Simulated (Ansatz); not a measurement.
Crystals of one structure type (zinc blende) and one family of elements, relaxed and computed with PBE in the plane-wave PAW code Ansatz.

| crystal | V (Å³/atom) | B₀ by P(V) fit (GPa) |
|---|---|---|
| BP | 11.76 | 162 |
| BAs | 13.90 | 131 |
| GaP | 20.86 | 76.6 |
| AlP | 20.88 | 82.5 |
| AlAs | 23.50 | ? |
| GaAs | 23.70 | 60.2 |
| InP | 26.45 | 59.2 |

**Question.** Fit a straight line to ln B₀ against ln V and predict the withheld value.

**Answer.** Least squares on the 6 shown rows: ln B₀ = -1.29 × ln V + (8.269), with a scatter of 5 %. For AlAs this gives 66.5. The run itself gave 67.1, within the scatter.

All cells were relaxed under the symmetry of their starts (and spin orders); stability against distortions was not tested throughout. Spin–orbit coupling is left out wherever it is not named.

Potentials: the later of the program's two PAW sets.
